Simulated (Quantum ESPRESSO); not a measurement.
Parts of the isotropic shielding in Na2S, by PBE GIPAW (a modified build of Quantum ESPRESSO, JTH PAW datasets), 30 Ha, k-mesh 5×5×5 shifted:

```
Na2S
1.0
    0.00000     3.23291     3.28165
    3.23291     0.00000     3.28165
    3.23291     3.23291     0.00000
Na S
2 1
Direct
  0.25000   0.25000   0.25000
  0.75000   0.75000   0.75000
  0.00000   0.00000   0.00000
```
The cell was made here from a computed Materials Project entry: strained by +1 % along the cube axis and by -0.5 % across it, atoms relaxed (PBE without dispersion, pw.x of Quantum ESPRESSO, symmetry kept). The parent is Na2S in Fm-3m; whether this form has been observed was not checked. Stability against distortions was not tested.

The core term is that of the free atom's frozen core; the paramagnetic column sums the reconstruction terms. These are absolute shieldings with no macroscopic susceptibility term; δ = σ_ref − σ needs a reference computed alike. By our sweeps, such settings leave a few ppm in absolute σ. No d partial waves on Na, S: the paramagnetic term there is incompletely reconstructed.

```tsv
site	core	bare (smooth current)	diamagnetic correction	paramagnetic corrections	σ_iso (ppm)
Na (atoms 1, 2)	377.3	81.1	154.8	[?]	[?]
S (atom 3)	979.8	62.9	-10.1	[?]	[?]
```

Question: Some entries are withheld; supply them.

Answer: 
- Na (atoms 1, 2), paramagnetic corrections: -120.6
- Na (atoms 1, 2), σ_iso (ppm): 492.6
- S (atom 3), paramagnetic corrections: -252.1
- S (atom 3), σ_iso (ppm): 780.5
